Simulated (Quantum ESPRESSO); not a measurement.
**Band energies of SrCd$_{2}$P$_{2}$**

```
CELL_PARAMETERS angstrom
      4.35952     0.00000     0.00000
     -2.17976     3.77546     0.00000
      0.00000     0.00000     7.31153
ATOMIC_POSITIONS crystal
  P  0.66667 0.33333 0.74567
  P  0.33333 0.66667 0.25433
  Sr 0.00000 0.00000 0.00000
  Cd 0.33333 0.66667 0.63487
  Cd 0.66667 0.33333 0.36513
```

PBEsol (Quantum ESPRESSO, PseudoDojo norm-conserving, 102 Ry, without SOC); path ΓMKΓALHA,LM,KH; energies in eV from the valence-band maximum.

| k (1/Å) | point | band 26 | band 27 | band 28 | band 29 | band 30 | band 31 | band 32 | band 33 |
|---|---|---|---|---|---|---|---|---|---|
| 0.00 | Γ | -1.13 | -1.13 | -0.10 | 0.00 | 0.00 | 0.64 | 0.88 | 2.45 |
| 0.42 |  | -3.23 | -2.33 | -1.55 | -0.83 | -0.77 | 1.66 | 2.00 | 3.44 |
| 0.83 | M | -3.92 | -2.47 | -1.97 | -1.91 | -1.28 | 1.18 | 2.65 | 2.96 |
| 1.07 |  | -4.07 | -2.86 | -2.33 | -1.86 | -1.49 | 2.27 | 2.77 | 3.02 |
| 1.31 | K | -4.34 | -3.64 | -1.97 | -1.97 | -1.72 | 3.01 | 3.01 | 3.02 |
| 1.50 |  | -4.20 | -3.22 | -2.39 | -1.83 | -1.42 | 2.60 | 3.18 | 3.23 |
| 2.08 |  | -1.84 | -1.25 | -1.01 | -0.36 | -0.12 | 1.34 | 1.45 | 2.63 |
| 2.27 | Γ | -1.13 | -1.13 | -0.10 | 0.00 | 0.00 | 0.64 | 0.88 | 2.45 |
| 2.70 | A | -1.77 | -0.72 | -0.72 | -0.60 | -0.60 | 0.84 | 1.72 | 3.05 |
| 3.04 |  | -2.68 | -1.53 | -1.39 | -1.36 | -0.70 | 1.82 | 2.47 | 2.57 |
| 3.54 | L | -4.52 | -2.31 | -2.21 | -0.95 | -0.87 | 1.43 | 1.98 | 2.07 |
| 3.86 |  | -4.42 | -2.97 | -2.23 | -1.77 | -1.26 | 1.97 | 2.46 | 3.40 |
| 4.02 | H | -4.44 | -3.19 | -2.40 | -1.58 | -1.58 | 2.28 | 2.28 | 4.19 |
| 4.34 |  | -4.13 | -2.54 | -1.89 | -1.73 | -1.18 | 2.09 | 2.23 | 3.34 |
| 4.82 |  | -1.81 | -1.25 | -1.02 | -0.74 | -0.72 | 1.45 | 1.93 | 3.00 |
| 4.98 | A | -1.77 | -0.72 | -0.72 | -0.60 | -0.60 | 0.84 | 1.72 | 3.05 |
| 4.98 | L | -4.52 | -2.31 | -2.21 | -0.95 | -0.87 | 1.43 | 1.98 | 2.07 |
| 5.41 | M | -3.92 | -2.47 | -1.97 | -1.91 | -1.28 | 1.18 | 2.65 | 2.96 |
| 5.41 | K | -4.34 | -3.64 | -1.97 | -1.97 | -1.72 | 3.01 | 3.01 | 3.02 |
| 5.84 | H | -4.44 | -3.19 | -2.40 | -1.58 | -1.58 | 2.28 | 2.28 | 4.19 |

The PBEsol gap is direct, 0.64 eV at Γ.

Spin-orbit splittings are left out.

Geometry of the Materials Project entry, not relaxed at this level.

The structure is a Materials Project entry; no match was found in the copy of COD used, and its stability was not checked.
